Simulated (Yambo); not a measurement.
A G0W0@PBEsol run in Yambo for Mg2Si (space group Fm-3m, No. 225) (4×4×4 Γ-centred k mesh, bands 9 to 143 and a 10 Ry block in the screening, 143 bands in G with the Bruneval-Gonze terminator, plasmon pole fitted at 27.2 eV) gives these matrix elements, in eV, at the band edges (Γ → X):

```csv
state,E0,<Vxc>,<Σx>,<Σc(E0)>,Z
valence edge,0.000,-10.060,-11.319,0.439,0.752
conduction edge,0.114,-7.885,-4.521,-3.403,0.775
```

Q: Solve the linearised quasiparticle equation for both states, give the gap, and say how exchange and correlation each act on it.

A: E = E0 + Z(Σx + Σc − Vxc). Valence: 0.000 + 0.752 × (-11.319 + (0.439) − (-10.060)) = -0.62 eV. Conduction: 0.114 + 0.775 × (-4.521 + (-3.403) − (-7.885)) = 0.08 eV. The gap is 0.70 eV, against 0.11 eV in PBEsol. Replacing Vxc by bare exchange alone would open it by 4.62 eV; correlation takes back 3.84 eV of that, and Z scales what is left. Nearest settings tried, and what they do to the gap: 89 bands in W, 89 bands in G: -29 meV; 2 Ry block (27 vectors against 283): -333 meV. Not varied: mesh. So the settings aren't converged at that level. 

Geometry relaxed with PBEsol; primitive cell a = b = c = 4.4718 Å, α = β = γ = 60.00°.
